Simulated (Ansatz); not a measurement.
WSe2:
```xyz
6
Lattice="3.3208 0.0000 0.0000 -1.6604 2.8759 0.0000 0.0000 0.0000 15.2713" Properties=species:S:1:pos:R:3 pbc="T T T"
W      1.6604     0.9586    11.4535
W      0.0000     1.9173     3.8178
Se     0.0000     1.9173    13.1317
Se     1.6604     0.9586     2.1396
Se     1.6604     0.9586     5.4961
Se     0.0000     1.9173     9.7753
```

Relaxed with PBE. Special points in fractions of this cell's reciprocal vectors: Γ (0.000, 0.000, 0.000); M (0.500, 0.000, 0.000); K (0.333, 0.333, 0.000); A (0.000, 0.000, 0.500); L (0.500, 0.000, 0.500); H (0.333, 0.333, 0.500).

Task: List the band energies nearest the valence-band maximum at these points for plane-wave PAW PBE (Ansatz code).

Result: In eV from the valence-band maximum; about four levels below and three above (degenerate sets whole), none deeper than 8.9 eV; points with the same levels are listed once.

| k | below | above |
|---|---|---|
| Γ | -1.26 -1.26 -1.25 -1.25 -0.55 -0.10 | 2.87 2.87 2.88 2.88 |
| M | -1.01 -0.99 -0.98 -0.96 | 2.32 2.33 2.64 |
| K | -2.35 -2.35 -0.04 0.00 | 1.53 1.53 2.65 |
| A | -1.25 -1.25 -1.25 -1.25 -0.28 -0.28 | 2.88 2.88 2.88 2.88 |
| L | -1.00 -1.00 -0.97 -0.97 | 2.33 2.33 2.69 2.69 |
| H | -2.35 -2.35 -0.02 -0.02 | 1.53 1.53 2.79 2.79 |

Space group P6_3/mmc. The PBE relaxation kept the symmetry of its start. The run is not spin-polarised. The volume lies over 15 % above that of the usual cell of this phase: another minimum, or an error of the functional. A crystal of weakly bound layers computed without a dispersion correction: the cell and the soft elastic constants depend strongly on that. Spin–orbit coupling is left out wherever it is not named.

Potentials: the later of the program's two PAW sets.
